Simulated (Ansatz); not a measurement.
Relaxed PtS2 (CdI2 type):

```
PtS2
1.0
    3.55931     0.00000     0.00000
   -1.77966     3.08245     0.00000
    0.00000     0.00000     4.38472
Pt S
1 2
Direct
  0.00000   0.00000   0.00000
  0.66667   0.33333   0.27118
  0.33333   0.66667   0.72882
```

Two-dimensional scan of atom 2 (S, nearest neighbour Pt at 2.374 Å; its periodic images, 3.6 Å or more away, move with it): u runs along (1.000, 0.000, 0.000), v along (0.000, 0.000, 1.000) (Cartesian). Cell and other atoms are fixed.

Computed with PBEsol-D3(BJ) (plane waves to 420 eV, PAW, scalar-relativistic; Ansatz, a quantum-chemistry and plane-wave program). k mesh 12×12×9 (Γ-centred), Fermi-Dirac smearing 0.05 eV. E stands for the smeared free energy. Stress and pressure are positive under compression. Points where atoms come too close for the PAW data are left out (x in tables, blank in figures). With partly filled bands, energies and forces of such displacements shift with the k mesh and the smearing. PtS2 is run without spin polarisation. PtS2 was relaxed with its symmetry unable to fall. Spin-orbit coupling is left out, though Pt is heavy. ΔE is measured from the undisplaced structure. Axes are in Å.

ΔE (eV/cell), with u across and v down:

```
v \ u   -0.590  -0.393  -0.197  0.000  0.197  0.393  0.590
------  ------  ------  ------  -----  -----  -----  -----
-0.590       x   4.513   2.703  2.131  2.703  4.513      x
-0.393       x   2.740   1.409  0.986  1.409  2.740      x
-0.197   3.040   1.443   0.537  0.244  0.537  1.443  3.040
0.000    1.695   0.748   0.188  0.000  0.188  0.748  1.695
0.197    1.103   0.601   0.308  0.209  0.308  0.601  1.103
0.393    1.096   0.859   0.755  0.724  0.755  0.859  1.096
0.590    1.503   1.386   1.401  1.426  1.401  1.386  1.503
```

P (GPa), with u across and v down:

```tsv
v \ u	-0.590	-0.393	-0.197	0.000	0.197	0.393	0.590
-0.590	x	53.5	38.0	32.9	38.0	53.5	x
-0.393	x	36.2	24.3	20.4	24.3	36.2	x
-0.197	35.3	20.7	12.0	9.1	12.0	20.7	35.3
0.000	18.4	8.3	2.1	0.0	2.1	8.3	18.4
0.197	6.8	-0.1	-4.7	-6.2	-4.7	-0.1	6.8
0.393	0.6	-4.3	-7.7	-9.0	-7.7	-4.3	0.6
0.590	-0.4	-4.4	-7.0	-8.0	-7.0	-4.4	-0.4
```

Derived quantities:

```
Item                                                                                                           Value
-----------------------------------------------------------------------------  -------------------------------------
Principal force constants in the plane (five-point differences of the forces)                     9.7 and 11.8 eV/Å²
Softest direction at the centre                                                                              along u
Centre of the map                                                                                          a minimum
Lowest place on the grid                                                       u = 0.000 Å, v = 0.000 Å (0 meV/cell)
```

(For displaced atoms, the force is minus the slope of the energy, and its curvature is a force constant, which sets phonon frequencies.)
